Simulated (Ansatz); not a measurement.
The relaxed structure here is a generated cell of Hf: the first start was made by placing the elements on the sites of a structure type, and the end was not matched to a known phase here, so it may be hypothetical. Known forms of Hf include space group No. 194.

A relaxed cell of Hf (P6/mmm (No. 191)), relaxed on a k-mesh at least as fine as the one used below. Level of theory: PBEsol (plane waves to 420 eV, PAW, scalar-relativistic; Ansatz, a first-principles code). Γ-centred k-mesh 13×13×6 on the run's cell (coarser than for final values), Fermi–Dirac smearing 0.05 eV.

```
CELL_PARAMETERS angstrom
      2.94718     0.00000     0.00000
     -1.47359     2.55233     0.00000
      0.00000     0.00000     5.92226
ATOMIC_POSITIONS crystal
  Hf 0.00000 0.00000 0.00000
  Hf 0.00000 0.00000 0.50000
```

The atoms are displaced along an unstable phonon of this cell by (Å):

| atom | ux | uy | uz |
|---|---|---|---|
| Hf1 | 0.000 | 0.150 | 0.000 |
| Hf2 | 0.000 | -0.150 | 0.000 |

Problem. What forces (eV/Å) and pressure result?

Solution. 
```
atom    Fx     Fy    Fz
----  ----  -----  ----
Hf1   0.00   0.25  0.00
Hf2   0.00  -0.25  0.00
```

Pressure -0.4 GPa.

The undisplaced cell is probably no minimum: from this displacement the run went on to P6₃/mmc (No. 194), 0.46 eV/atom below it.

No spin polarisation in the result.
